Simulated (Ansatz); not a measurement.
Consider the following.

PbO₂:
Space group P4₂/mnm (No. 136); a = 4.936 Å, b = 4.936 Å, c = 3.389 Å, α = 90.00°, β = 90.00°, γ = 90.00°

```tsv
atom	site	symmetry	x	y	z
Pb	2a	m.mm	0.0000	0.0000	0.0000
O	4f	m.2m	0.3074	0.3074	0.0000
```

This is the LDA-relaxed structure.

Problem. All from plane-wave PAW LDA (Ansatz code), unless another level is named. Give the bulk modulus (Birch–Murnaghan fit).

Solution. 138 GPa.

Problem. Next, the highest zone-centre frequency?

Solution. 638 cm⁻¹.

Space group P4_2/mnm (rutile). The cell keeps a stress of up to 0.2 GPa. Symmetry was held in the LDA relaxation; of distortions, only those at the zone centre were tested, and some modes there are weakly imaginary. A small band overlap can be real or an error of a semilocal functional. As this level gives no gap, phonon frequencies hold no LO–TO term and depend on the k-mesh and smearing (Fermi–Dirac, 0.1 eV here). Spin–orbit coupling is left out wherever it is not named.

Potentials: the later of the program's two PAW sets.
